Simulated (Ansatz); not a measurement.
A relaxation computed with Ansatz, from input to last step.

```yaml
crystal:
  lattice:
    - [2.6263781728, -3.5093388953, 0.0]
    - [2.6263781728, 3.5093388953, 0.0]
    - [0.0, 0.0, 6.6717356306]
  atoms:
    - { symbol: K, position: [0.5474531206, 0.4525468794, 0.25] }
    - { symbol: K, position: [0.4525468794, 0.5474531206, 0.75] }
    - { symbol: C, position: [0.125, 0.625, 0.25] }
    - { symbol: C, position: [0.375, 0.875, 0.25] }
    - { symbol: C, position: [0.875, 0.375, 0.75] }
    - { symbol: C, position: [0.625, 0.125, 0.75] }
basis:
  ecutwfc: 420
kpoints:
  mp_grid: { grid: [4, 4, 4] }
hamiltonian:
  xc: pbe
scf:
  occupations: { method: gaussian, width: 0.1 }
  lower_state_search: "off"
output:
  forces: true
  stress: true
  eigenvalues: true
relax:
  adjacent_minimum: "off"
  f_tol: 0.04
  max_steps: 70
  cell: { stress_tol: 0.4 }
```

```bash
ansatz run input.yaml --threads 1 --pin off --max-ram 2560MiB --backend cpu --events-out ev --progress --plain --runs-dir out
```

These are results of DFT PBE, scalar-relativistic, plane waves, PAW in Ansatz 0.2.0, not measurements.

Of 23 frames 10 are shown, positions in Å and forces in eV/Å; the SCF threshold varies from step to step. Steps run on the plane waves of an earlier cell, with a Pulay correction in the pressure. The basis is chosen afresh for the last frame, the zero of the energies, and at times for earlier ones too; energy and pressure step there, also at an unchanged geometry. Here that happened at steps 19 (-45 meV/atom, 1.5 GPa), 23 (-2 meV/atom, 0.0 GPa); the frames before carry an error of that size.

```xyz
6
Lattice="2.6264 -3.5093 0.0000 2.6264 3.5093 0.0000 0.0000 0.0000 6.6717" Properties=species:S:1:pos:R:3:forces:R:3 pbc="T T T" step=1 free_energy_over_end_meV_per_atom=857.21 pressure_GPa=13.20
K     2.6264   -0.3331    1.6679    0.0000   -4.2212    0.0000
K     2.6264    0.3331    5.0038    0.0000    4.2212    0.0000
C     1.9698    1.7547    1.6679    3.2698    1.9732    0.0000
C     3.2830    1.7547    1.6679   -3.2698    1.9732    0.0000
C     3.2830   -1.7547    5.0038   -3.2698   -1.9732    0.0000
C     1.9698   -1.7547    5.0038    3.2698   -1.9732    0.0000
6
Lattice="2.8515 -3.8364 0.0000 2.8515 3.8364 0.0000 0.0000 0.0000 6.6798" Properties=species:S:1:pos:R:3:forces:R:3 pbc="T T T" step=3 free_energy_over_end_meV_per_atom=292.38 pressure_GPa=5.91
K     2.8515   -0.5688    1.6699    0.0000   -0.9762    0.0000
K     2.8515    0.5688    5.0098    0.0000    0.9762    0.0000
C     2.2319    1.9476    1.6699   -1.2785    0.2764    0.0000
C     3.4711    1.9476    1.6699    1.2785    0.2764    0.0000
C     3.4711   -1.9476    5.0098    1.2785   -0.2764    0.0000
C     2.2319   -1.9476    5.0098   -1.2785   -0.2764    0.0000
6
Lattice="3.1785 -4.0395 0.0000 3.1785 4.0395 0.0000 0.0000 0.0000 6.0971" Properties=species:S:1:pos:R:3:forces:R:3 pbc="T T T" step=6 free_energy_over_end_meV_per_atom=107.39 pressure_GPa=-0.17
K     3.1785   -1.2012    1.5243    0.0000   -0.0775    0.0000
K     3.1785    1.2012    4.5728    0.0000    0.0775    0.0000
C     2.5466    1.7301    1.5243    0.2241   -0.0401    0.0000
C     3.8103    1.7301    1.5243   -0.2241   -0.0401    0.0000
C     3.8103   -1.7301    4.5728   -0.2241    0.0401    0.0000
C     2.5466   -1.7301    4.5728    0.2241    0.0401    0.0000
6
Lattice="3.2469 -3.9789 0.0000 3.2469 3.9789 0.0000 0.0000 0.0000 5.9648" Properties=species:S:1:pos:R:3:forces:R:3 pbc="T T T" step=8 free_energy_over_end_meV_per_atom=101.33 pressure_GPa=0.15
K     3.2469   -1.3770    1.4912    0.0000    0.0010    0.0000
K     3.2469    1.3770    4.4736    0.0000   -0.0010    0.0000
C     2.6176    1.5989    1.4912   -0.1053   -0.0031    0.0000
C     3.8762    1.5989    1.4912    0.1053   -0.0031    0.0000
C     3.8762   -1.5989    4.4736    0.1053    0.0031    0.0000
C     2.6176   -1.5989    4.4736   -0.1053    0.0031    0.0000
6
Lattice="3.3378 -3.6340 0.0000 3.3378 3.6340 0.0000 0.0000 0.0000 6.1266" Properties=species:S:1:pos:R:3:forces:R:3 pbc="T T T" step=11 free_energy_over_end_meV_per_atom=96.45 pressure_GPa=-0.41
K     3.3378   -1.4912    1.5316    0.0000   -0.0459    0.0000
K     3.3378    1.4912    4.5949    0.0000    0.0459    0.0000
C     2.7066    1.5023    1.5316    0.1588    0.0345    0.0000
C     3.9689    1.5023    1.5316   -0.1588    0.0345    0.0000
C     3.9689   -1.5023    4.5949   -0.1588   -0.0345    0.0000
C     2.7066   -1.5023    4.5949    0.1588   -0.0345    0.0000
6
Lattice="3.4039 -3.2910 0.0000 3.4039 3.2910 0.0000 0.0000 0.0000 6.1662" Properties=species:S:1:pos:R:3:forces:R:3 pbc="T T T" step=13 free_energy_over_end_meV_per_atom=79.54 pressure_GPa=-0.59
K     3.4039   -1.5616    1.5415    0.0000   -0.1094    0.0000
K     3.4039    1.5616    4.6247    0.0000    0.1094    0.0000
C     2.7729    1.4660    1.5415    0.0855    0.0802    0.0000
C     4.0350    1.4660    1.5415   -0.0855    0.0802    0.0000
C     4.0350   -1.4660    4.6247   -0.0855   -0.0802    0.0000
C     2.7729   -1.4660    4.6247    0.0855   -0.0802    0.0000
6
Lattice="3.4138 -3.1048 0.0000 3.4138 3.1048 0.0000 0.0000 0.0000 6.2055" Properties=species:S:1:pos:R:3:forces:R:3 pbc="T T T" step=16 free_energy_over_end_meV_per_atom=67.85 pressure_GPa=-0.08
K     3.4138   -1.6019    1.5514    0.0000    0.0582    0.0000
K     3.4138    1.6019    4.6542    0.0000   -0.0582    0.0000
C     2.7840    1.5372    1.5514   -0.0833   -0.0121    0.0000
C     4.0436    1.5372    1.5514    0.0833   -0.0121    0.0000
C     4.0436   -1.5372    4.6542    0.0833    0.0121    0.0000
C     2.7840   -1.5372    4.6542   -0.0833    0.0121    0.0000
6
Lattice="3.3998 -3.1113 0.0000 3.3998 3.1113 0.0000 0.0000 0.0000 6.2012" Properties=species:S:1:pos:R:3:forces:R:3 pbc="T T T" step=18 free_energy_over_end_meV_per_atom=67.22 pressure_GPa=0.02
K     3.3998   -1.5552    1.5503    0.0000    0.0003    0.0000
K     3.3998    1.5552    4.6509    0.0000   -0.0003    0.0000
C     2.7696    1.5565    1.5503   -0.0035   -0.0004    0.0000
C     4.0299    1.5565    1.5503    0.0035   -0.0004    0.0000
C     4.0299   -1.5565    4.6509    0.0035    0.0004    0.0000
C     2.7696   -1.5565    4.6509   -0.0035    0.0004    0.0000
6
Lattice="3.6229 -3.1029 0.0000 3.6229 3.1029 0.0000 0.0000 0.0000 6.1959" Properties=species:S:1:pos:R:3:forces:R:3 pbc="T T T" step=21 free_energy_over_end_meV_per_atom=2.45 pressure_GPa=0.30
K     3.6229   -1.5516    1.5490    0.0000   -0.0002    0.0000
K     3.6229    1.5516    4.6469    0.0000    0.0002    0.0000
C     2.9933    1.5510    1.5490   -0.1293    0.0003    0.0000
C     4.2525    1.5510    1.5490    0.1293    0.0003    0.0000
C     4.2525   -1.5510    4.6469    0.1293   -0.0003    0.0000
C     2.9933   -1.5510    4.6469   -0.1293   -0.0003    0.0000
6
Lattice="3.6500 -3.1017 0.0000 3.6500 3.1017 0.0000 0.0000 0.0000 6.1986" Properties=species:S:1:pos:R:3:forces:R:3 pbc="T T T" step=23 free_energy_over_end_meV_per_atom=0.00 pressure_GPa=0.06
K     3.6500   -1.5504    1.5497    0.0000   -0.0002    0.0000
K     3.6500    1.5504    4.6490    0.0000    0.0002    0.0000
C     3.0192    1.5513    1.5497    0.0326   -0.0001    0.0000
C     4.2807    1.5513    1.5497   -0.0326   -0.0001    0.0000
C     4.2807   -1.5513    4.6490   -0.0326    0.0001    0.0000
C     3.0192   -1.5513    4.6490    0.0326    0.0001    0.0000
```

The start is a random arrangement. At the end the space group is I4/mmm (tolerance 0.05 Å).

The run took 50 s on 1 thread of Intel(R) Xeon(R) 6975P-C (Granite Rapids), on a shared host, peak memory 0.42 GiB.

The k mesh is coarse.